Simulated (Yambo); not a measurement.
Convergence of the G0W0 gap of Ca2Ge

G0W0@PBEsol for Ca2Ge (anti-fluorite, space group Fm-3m, No. 225) in Yambo. Reference settings: 4×4×4 Γ-centred k mesh, bands 3 to 170 and a 8 Ry block in the screening, 170 bands in G with the Bruneval-Gonze terminator, plasmon pole fitted at 27.2 eV. The PBEsol gap X → X on this mesh is 0.50 eV; G0W0 gaps are taken between the same points.

| change from the reference | G0W0 gap X → X (eV) | shift of the valence edge (eV) | rough Yambo cost |
|---|---|---|---|
| reference settings | 1.34 | -0.79 | 1 |
| wavefunctions cut at 30 Ry | 1.36 | -0.78 | about 1/4 |
| wavefunctions cut at 50 Ry | 1.34 | -0.79 | about 1/4 |
| exchange cut at 5 Ry | 1.27 | -0.28 | – |
| exchange cut at 10 Ry | 1.31 | -0.57 | – |
| 38 bands in W, 38 bands in G, 2 Ry block | 1.14 | -0.19 | about 1/10 |
| 62 bands in W, 62 bands in G, 2 Ry block | 1.12 | -0.44 | about 1/7 |
| 62 bands in W, 62 bands in G, 3 Ry block | 1.18 | -0.48 | about 1/7 |
| 93 bands in W, 93 bands in G, 6 Ry block | 1.29 | -0.66 | about 1/4 |
| 130 bands in W, 130 bands in G, 2 Ry block | 1.13 | -0.56 | about 1/3 |
| 2 Ry block | 1.13 | -0.57 | about 1/2 |
| 3 Ry block | 1.21 | -0.64 | within a factor of two |
| 38 bands in W, 38 bands in G, 3 Ry block, no terminator | 1.13 | 0.04 | about 1/10 |
| 38 bands in W, 38 bands in G, no terminator | 1.16 | 0.04 | about 1/10 |
| 130 bands in W, 130 bands in G, 3 Ry block, no terminator | 1.20 | -0.60 | about 1/3 |

The reference isn't shown to be the converged limit. Costs are rough (shared machines), scaled to the same edge states, and given only for runs that recompute the screening.

Spin-orbit splittings are left out.

The standard potential for Ge keeps a d shell in the valence without the s and p states of that shell. In tests on such compounds this moved G0W0 gaps by up to about 0.9 eV, so absolute quasiparticle energies here are unreliable; differences between settings are what counts.

Geometry relaxed with PBEsol; primitive cell a = b = c = 5.029 Å, α = β = γ = 60.00°.

The structure is a Materials Project entry; no match was found in the copy of COD used, and its stability was not checked.

A shift is the quasiparticle energy of the state minus its PBEsol energy.
